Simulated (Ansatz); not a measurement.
The relaxed structure here is a generated cell of AlNi: the first start was made by placing the elements on the sites of a structure type, and the end was not matched to a known phase here, so it may be hypothetical. Known forms of AlNi include space group No. 221.

A relaxed cell of AlNi (P4/nmm (No. 129)), relaxed on a k-mesh at least as fine as the one used below. Method: PBE (plane waves to 420 eV, PAW, scalar-relativistic; Ansatz, a first-principles code). Γ-centred k-mesh 5×10×6 on the run's cell (coarser than for final values), Fermi–Dirac smearing 0.05 eV.

```yaml
crystal:
  lattice:
    - [6.23448, 0.00000, 0.00000]
    - [0.00000, 3.11724, 0.00000]
    - [0.00000, 0.00000, 5.23153]
  atoms:
    - { symbol: Al, position: [0.25000, 0.00000, 0.65977] }
    - { symbol: Al, position: [0.75000, 0.00000, 0.65977] }
    - { symbol: Al, position: [0.00000, 0.50000, 0.34023] }
    - { symbol: Al, position: [0.50000, 0.50000, 0.34023] }
    - { symbol: Ni, position: [0.25000, 0.00000, 0.14497] }
    - { symbol: Ni, position: [0.75000, 0.00000, 0.14497] }
    - { symbol: Ni, position: [0.00000, 0.50000, 0.85503] }
    - { symbol: Ni, position: [0.50000, 0.50000, 0.85503] }
```

The atoms are displaced by (Å):

```json
[
 {"atom": "Al1", "ux": "-0.029", "uy": "0.130", "uz": "0.012"},
 {"atom": "Al2", "ux": "0.017", "uy": "-0.045", "uz": "0.028"},
 {"atom": "Al3", "ux": "-0.142", "uy": "0.111", "uz": "0.067"},
 {"atom": "Al4", "ux": "-0.043", "uy": "-0.094", "uz": "0.025"},
 {"atom": "Ni5", "ux": "-0.147", "uy": "-0.112", "uz": "0.099"},
 {"atom": "Ni6", "ux": "0.047", "uy": "0.125", "uz": "-0.003"},
 {"atom": "Ni7", "ux": "-0.089", "uy": "-0.034", "uz": "-0.024"},
 {"atom": "Ni8", "ux": "-0.086", "uy": "0.023", "uz": "0.096"}
]
```

**Question.** What forces (eV/Å) and pressure result?

**Answer.** 
```
atom     Fx     Fy     Fz
----  -----  -----  -----
Al1   -0.15  -0.99   0.20
Al2   -1.07   0.47   0.21
Al3    0.50  -0.89   0.00
Al4    0.00   0.64  -0.10
Ni5    0.41   0.82  -0.51
Ni6   -0.47  -0.67   0.00
Ni7    0.50   0.50   0.52
Ni8    0.28   0.10  -0.33
```

Pressure +1.7 GPa.

**Question.** Estimate the energy cost of the displacement in the harmonic approximation and compare with the calculation.

**Answer.** For a harmonic well ΔE = −½ Σ F·u = 0.410 eV a cell, or 51 meV/atom. The calculated energy relative to the undisplaced cell is +0.05 eV/atom, so the harmonic estimate holds well.

The undisplaced cell is probably no minimum: from this displacement the run went on to Pmmn (No. 59), 0.02 eV/atom below it.

No spin polarisation in the result: the starting moments vanished. A magnetic state may lie lower.
